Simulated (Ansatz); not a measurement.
TiTc (CsCl type, Pm-3m) at seven volumes, plane-wave PAW PBEsol (Ansatz code), scaled uniformly. One row is withheld.

| V (Å³/atom) | P (GPa) |
|---|---|
| 13.141 | ? |
| 13.574 | 15.50 |
| 14.008 | 7.15 |
| 14.441 | -0.01 |
| 14.874 | -6.14 |
| 15.307 | -11.40 |
| 15.740 | -15.90 |

Task: Fit the shown pressures and predict the withheld one.

Result: P = (3/2)B₀(x^(7/2) − x^(5/2))[1 + (3/4)(B′ − 4)(x − 1)] with x = (V₀/V)^(2/3). Least squares on the six rows gives V₀ = 14.440 Å³/atom, B₀ = 220 GPa, B′ = 4.13. At V = 13.141, x = 1.0649 and P = 25.20 GPa. The run itself gave 25.22 GPa.

The workflow started from an entry of the Crystallography Open Database (COD). Whether it is the stable phase at ambient conditions was not checked. The PBEsol relaxation kept the symmetry of its start; of distortions, only those at the zone centre were tested. No spin polarisation was allowed.

Potentials: the later of the program's two PAW sets.
